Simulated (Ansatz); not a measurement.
## BN (zinc blende): generalised stacking-fault energy along a line

Generalised stacking fault of BN (zinc blende) on the {111} plane, glide cut. The cell below holds the perfect crystal with the plane normal along z; tilting its third vector by the shift puts one fault into each cell, between planes 0.52 Å apart, at fixed cell height.

```
BN
1.0
    2.56306     0.00000     0.00000
    1.28153     2.21968     0.00000
    0.00000     0.00000     6.27819
N B
3 3
Cartesian
  2.56306   1.47978   0.26159
  1.28153   0.73989   2.35432
  2.56306   0.00000   4.44705
  0.00000   0.00000   6.01660
  2.56306   1.47978   1.83114
  1.28153   0.73989   3.92387
```

In-plane vectors a = (2.563, 0.000) Å, b = (1.282, 2.220) Å, area 5.69 Å². The shift is s times the vector a + b (length 4.439 Å), so s = 1 restores the start. Atoms relax along the normal only. γ = [E(shift) − E(0)] / area.

Level of theory: PBE (plane waves to 420 eV, PAW, scalar-relativistic; Ansatz, a quantum-chemistry and plane-wave program). k mesh 12×12×5 (Γ-centred), Fermi-Dirac smearing 0.05 eV. Energies are extrapolated to zero smearing. Stress and pressure are positive under compression. Some relaxations began with atoms very close together and may have settled on another branch. Faults lie only 6.3 Å apart, and holding the cell height raises γ above its relaxed value. BN was relaxed with its symmetry unable to fall. γ is measured from zero shift.

```
shift (Å)  γ (meV/Å²)  σ normal to the fault (GPa)
---------  ----------  ---------------------------
0.000               0                          0.0
0.370             278                         15.7
0.740             737                         67.0
1.110             923                        105.7
1.480             968                        118.9
1.850             923                        105.8
2.220             737                         67.9
2.590             283                         19.4
2.960              12                          5.9
3.330             137                          9.9
3.699             209                         12.4
4.069             130                          6.0
```

Derived quantities:

The highest computed γ on the line is 15.50 J/m² and the γ at the intrinsic stacking fault, s = 0.667 is 192 mJ/m². The lower barrier from zero shift into that minimum (unstable fault energy, highest computed point) is 3.35 J/m² and the steepest slope dγ/d(shift) before the first maximum (spline) is 210 GPa. Position of the highest point: s = 0.333. Local minima between the ends: s = 0.667.

(The slope of γ gives the shear force per area between the displaced halves; near zero shift its curvature is an elastic stiffness.)
